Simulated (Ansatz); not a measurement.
## Is this ZrTi3N4 structure stable?

The cell was found from a structure generator's guess, not taken from experiment.

Theory: DFT PBE, scalar-relativistic, plane waves, PAW (Ansatz). The final run on the 8-atom cell used 420 eV, a Γ-centred 10×10×10 mesh, 0.10 eV smearing and no spin polarisation.

```cif
data_structure
_symmetry_space_group_name_H-M 'Pm-3m'
_symmetry_Int_Tables_number 221
_cell_length_a 4.3563
_cell_length_b 4.3563
_cell_length_c 4.3563
_cell_angle_alpha 90.000
_cell_angle_beta 90.000
_cell_angle_gamma 90.000
_cell_volume 82.67
loop_
_atom_site_label
_atom_site_type_symbol
_atom_site_symmetry_multiplicity
_atom_site_Wyckoff_symbol
_atom_site_fract_x
_atom_site_fract_y
_atom_site_fract_z
_atom_site_occupancy
Zr1 Zr 1 a 0.00000 0.00000 0.00000 1
Ti1 Ti 3 c 0.50000 0.50000 0.00000 1
N1 N 3 d 0.00000 0.00000 0.50000 1
N2 N 1 b 0.50000 0.50000 0.50000 1
```

Energies over the elements count from the elements' standard structures at the same level (N₂ as a molecule), with no fitted energy shifts.

**Question.** These tests were run: energy against the elements; random kick, then relaxation without symmetry; phonons on a 2×2×2 q mesh. What do they show?

**Answer.**

```csv
test,result
energy against the elements,−1.65 eV/atom
"random kick, then relaxation without symmetry",returns
phonons on a 2×2×2 q mesh,no imaginary mode on the mesh
```

It fails none of these tests. Other phases of the system weren't compared here, so this isn't yet thermodynamic stability.

The kick test ran on a coarse mesh. The run for the phonons used a 10×10×10 k mesh and Fermi–Dirac smearing of 0.15 eV.
